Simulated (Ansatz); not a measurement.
A geometry of TiOs away from equilibrium: step 2 of the relaxation of a relaxed TiOs cell displaced along its unstable phonon at q = Γ (100i cm⁻¹), largest move 0.15 Å. Calculation: PBEsol (plane waves to 420 eV, PAW, scalar-relativistic; Ansatz, a quantum-chemistry and plane-wave program). Γ-centred k-mesh 13×13×4 on the run's cell (coarser than for final values), Fermi–Dirac smearing 0.05 eV.

```xyz
4
Lattice="2.8098 0.0000 0.0000 -1.4049 2.4074 0.0000 0.0000 0.0000 8.9136" Properties=species:S:1:pos:R:3:forces:R:3 pbc="T T T" free_energy=-27449.310 pressure_GPa=0.6
Ti     0.0000     1.3004     0.4823    0.0000   -0.7219    0.4581
Ti     1.4049     1.1070     4.9390    0.0000    0.7219    0.4581
Os     0.0000     1.7926     2.8586    0.0000    0.5234   -0.4579
Os     1.4049     0.6148     7.3154    0.0000   -0.5234   -0.4579
```

Positions in Å, forces in eV/Å, free energy of the cell in eV (comparable only within this code, potentials and settings). Largest force: 0.85 eV/Å, on Ti1, Ti2 (atoms numbered as listed); the geometry lies 0.31 eV/atom above the end of its relaxation.

No spin polarisation in the result.

The run could not lose the symmetry of its start, so the end can be a saddle point.

The end of the path is a generated cell of TiOs: the first start was made by placing the elements on the sites of a structure type, and the end was not matched to a known phase here, so it may be hypothetical.
